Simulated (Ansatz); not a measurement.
NbCuN$_{2}$ in space group R-3m (No. 166; Nb on 3b, Cu on 3a, N on 6c), PBEsol in the plane-wave PAW code Ansatz. The conduction-band minimum lies at L, with 3 equivalent valleys. Second derivatives d²E/dk² of the lowest band at one valley (eV·Å²), along Cartesian directions:

```json
[
 {"direction": "[100]", "d²E/dk²": "26.33"},
 {"direction": "[010]", "d²E/dk²": "39.49"},
 {"direction": "[001]", "d²E/dk²": "29.80"},
 {"direction": "[110]", "d²E/dk²": "32.93"},
 {"direction": "[101]", "d²E/dk²": "28.08"},
 {"direction": "[011]", "d²E/dk²": "7.904"}
]
```

Find the principal effective masses, the density-of-states mass and the conductivity mass.

Off-diagonal terms follow from H_xy = H[110] − (H_xx + H_yy)/2, and m*/mₑ = 7.620 eV·Å² over each eigenvalue: 0.12, 0.29, 1.0. One valley's DOS mass (m₁m₂m₃)^(1/3) = 0.33, conductivity mass 3/(Σ 1/mᵢ) = 0.24 mₑ.

What effective density of states Nc follows at 300 K for parabolic valleys?

Nc = 2.509e19 × 3 × (0.33)^(3/2) ≈ 1.4e19 cm⁻³.

With the computed static dielectric constant 175 (mean of the diagonal), estimate a hydrogenic donor's binding energy and radius.

E = 13.606 eV × 0.24/175² ≈ 0.11 meV; a = 0.529 Å × ε/m* ≈ 390 Å. Semilocal masses tend to be too small when the gap is underestimated.

The start of the workflow was typed in or built on a structure type; neither database checked (COD, Materials Project) lists it. Its standing as an ambient phase is unchecked. The PBEsol relaxation kept the symmetry of its start; its stability against distortions is not shown here. The workflow began spin-polarised and lost its moments. Spin–orbit coupling is left out wherever it is not named.

Potentials: the earlier of the program's two PAW sets. The files were generated under PBE; for other functionals the program regenerates the frozen cores, and for LDA and PBEsol the local potential too.
